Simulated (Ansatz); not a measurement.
MoSe2 (2H-MoS2 type, space group P6_3/mmc)

```xyz
6
Lattice="3.2278 0.0000 0.0000 -1.6139 2.7954 0.0000 0.0000 0.0000 12.3469" Properties=species:S:1:pos:R:3 pbc="T T T"
Mo     0.0000     1.8636     3.0867
Mo     1.6139     0.9318     9.2602
Se     0.0000     1.8636     7.5897
Se     1.6139     0.9318     1.4163
Se     1.6139     0.9318     4.7572
Se     0.0000     1.8636    10.9307
```

The slice is a (0001) plane (indices of the conventional cell) through the point (0.333, 0.667, 0.615) (fractional), spanned by u = [110] and v = [1 -1 0] in vectors of this cell: u (3.23 Å) and v (5.59 Å, at 90° to u). It covers one period; positions are fractions (u, v).

Computed with PBEsol-D3(BJ) (plane waves to 420 eV, PAW, scalar-relativistic; Ansatz, a quantum-chemistry and plane-wave program). k mesh 12×12×3. Near the nuclei the fields are pseudised (PAW); where an atom keeps semicore shells as valence, they peak there. MoSe2 is run without spin polarisation. MoSe2 was relaxed with its symmetry unable to fall.

Question: Sketch the electrostatic potential energy of an electron, from the cell's mean on this plane as a map.

Answer: 
```
|xxxx17871xxx|
|xxxx48884xxx|
|xxx3789873xx|
|135788888753|
|888887778888|
|999753135799|
|9973xxxxx379|
|984xxxxxxx48|
|971xxxxxxx17|
|870xxxxxxx07|
|871xxxxxxx17|
|884xxxxxxx48|
|9873xxxxx378|
|888753135788|
|778888888887|
|135799999753|
|xxx3799973xx|
|xxxx48984xxx|
|xxxx17971xxx|
|xxxx07870xxx|
```
Scale: ten equal steps from 0.49 (start of '0') to 8.78 (end of '9'), in the order '0123456789'. Values: electrostatic potential energy of an electron, from the cell's mean, in eV. The map has 12 points along u (one character each, u = 0 at the left) and 20 along v (v = 0 in the bottom row). Points within 1 Å of a nucleus are blanked (x), as the pseudised field means little there. The zero, the cell's mean, hangs on the PAW cores.
